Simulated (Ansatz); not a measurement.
Relaxed-ion elastic tensor of Ta (bcc (W type), Im-3m) in GPa (Voigt order), the program Ansatz at the r²SCAN+D4 level (PAW); density 16.71 g/cm³, 17.98 Å³ per atom.

```csv
,1,2,3,4,5,6
1,278,167,167,0.0,0.0,0.0
2,167,278,167,0.0,0.0,0.0
3,167,167,278,0.0,0.0,0.0
4,0.0,0.0,0.0,75.3,0.0,0.0
5,0.0,0.0,0.0,0.0,75.3,0.0
6,0.0,0.0,0.0,0.0,0.0,75.3
```

Problem. Is the crystal mechanically stable?

Solution. Yes: the smallest eigenvalue of C is 75.3 GPa.

Problem. Work out the Voigt, Reuss and Hill averages.

Solution. K_V = 204, K_R = 204, K_H = 204; G_V = 67.3, G_R = 65.8, G_H = 66.5 GPa.

Problem. Give Young's modulus, Poisson's ratio, Pugh's ratio and the universal anisotropy index.

Solution. E = 9KG/(3K + G) = 180 GPa; ν = 0.35; K/G = 3.07 (ductile by the Pugh limit of 1.75); A_U = 5G_V/G_R + K_V/K_R − 6 = 0.12.

Problem. Estimate the sound speeds and the Debye temperature.

Solution. v_l = √((K + 4G/3)/ρ) = 4180 m/s, v_t = √(G/ρ) = 2000 m/s, mean 2240 m/s; Θ = (h/k)(3n/4πV)^(1/3) v_m = 255 K.

Problem. Give the Zener ratio and Young's modulus along [100], [110] and [111].

Solution. A = 2C44/(C11 − C12) = 1.36; 1/E = S11 − 2(S11 − S12 − S44/2)Γ with Γ = 0, 1/4, 1/3 gives 152, 186, 201 GPa.

Problem. Solve the Christoffel equation for the three sound speeds along [100], [110], [111].

Solution. Eigenvalues of C_ijkl n_j n_l equal ρv². In km/s, slowest first: [100] 2.12, 2.12, 4.08; [110] 1.82, 2.12, 4.22; [111] 1.93, 1.93, 4.27.

The cell was relaxed with r²SCAN+D4 under the symmetry of its start. No spin polarisation was allowed. The pairwise dispersion correction was not fitted to metals. As this level gives no gap, shear constants depend on the k-mesh and smearing (Fermi–Dirac, 0.1 eV here). Scalar-relativistic: spin–orbit coupling is off unless named, which matters more the heavier the elements.

Potentials: the later of the program's two PAW sets.
